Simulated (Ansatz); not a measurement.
Zr$_{3}$HRh in space group Pm-3m (No. 221; Rh on 1a, Zr on 3c, H on 1b) at seven volumes, the program Ansatz at the PBEsol level (PAW), scaled uniformly. One row is withheld.

| V (Å³/atom) | P (GPa) |
|---|---|
| 14.544 | 15.51 |
| 15.023 | ? |
| 15.503 | 4.44 |
| 15.982 | 0.00 |
| 16.462 | -3.83 |
| 16.941 | -7.14 |
| 17.420 | -9.99 |

Problem. Fit the shown pressures and predict the withheld one.

Solution. Third-order Birch–Murnaghan: P = (3/2)B₀(x^(7/2) − x^(5/2))[1 + (3/4)(B′ − 4)(x − 1)] with x = (V₀/V)^(2/3). Least squares on the six rows gives V₀ = 15.983 Å³/atom, B₀ = 137.1 GPa, B′ = 3.86. At V = 15.023, x = 1.0422 and P = 9.57 GPa. The run itself gave 9.57 GPa.

The start of the workflow was typed in or built on a structure type; neither database checked (COD, Materials Project) lists it. Whether it is the stable phase at ambient conditions was not checked. Symmetry was held in the PBEsol relaxation. At this level the phase is mechanically unstable. No spin polarisation was allowed.

Potentials: the earlier of the program's two PAW sets. The files were generated under PBE; for other functionals the program regenerates the frozen cores, and for LDA and PBEsol the local potential too.
